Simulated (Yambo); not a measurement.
Yambo run on Ga2O3 (corundum, space group R-3c, No. 167). The wavefunctions are norm-conserving PBE (stringent potentials; Quantum ESPRESSO, 114 Ry, no spin-orbit coupling) ones on a 4×4×4 mesh (60 occupied bands); a = 5.3303 Å, b = 5.3303 Å, c = 5.3303 Å, α = 55.93°, β = 55.93°, γ = 55.93°.

Yambo input:

```
rim_cut
gw0
dyson
el_el_corr
HF_and_locXC
ppa
em1d
RandQpts= 1000000
RandGvec= 1 Ry
EXXRLvcs= 114 Ry
VXCRLvcs= 456 Ry
Chimod= "HARTREE"
% BndsRnXp
 17 | 237 |
%
NGsBlkXp= 10 Ry
% LongDrXp
 1.0 | 1.0 | 1.0 |
%
PPAPntXp= 27.2114 eV
% GbndRnge
 1 | 237 |
%
GTermKind= "none"
DysSolver= "n"
ExtendOut
% QPkrange
 1 | 1 | 60 | 61 |
 2 | 2 | 60 | 60 |
%
```

k points by index: 1 = Γ, 2 = (0, 0, 0.25).

Resulting energies as the program prints them:

```
#    K-point    Band    Eo [eV]    E [eV]    E-Eo [eV]    Vxc [eV]    Vnlxc [eV]    Sc|Eo [eV]    Sc|E [eV]    dSc/dw|Eo [eV]    Re(Z)    Im(Z)
#
    1    60    -0.209817    -0.746386    -0.536570    -20.67511    -26.02604    4.673465    4.814361    -7.143937    0.792056    -0.001134
    1    61    2.861487    3.737834    0.876347    -16.15397    -12.00367    -3.105324    -3.273956    -5.235859    0.838634    -0.808765E-3
    2    60    0.000000    -0.535452    -0.535452    -21.05765    -26.48026    4.746643    4.887161    -7.139677    0.792154    -0.001107
```
(The two width columns are left out.) Convergence of these settings isn't established.

Geometry relaxed with PBEsol.

This is not the ordinary phase of the substance.
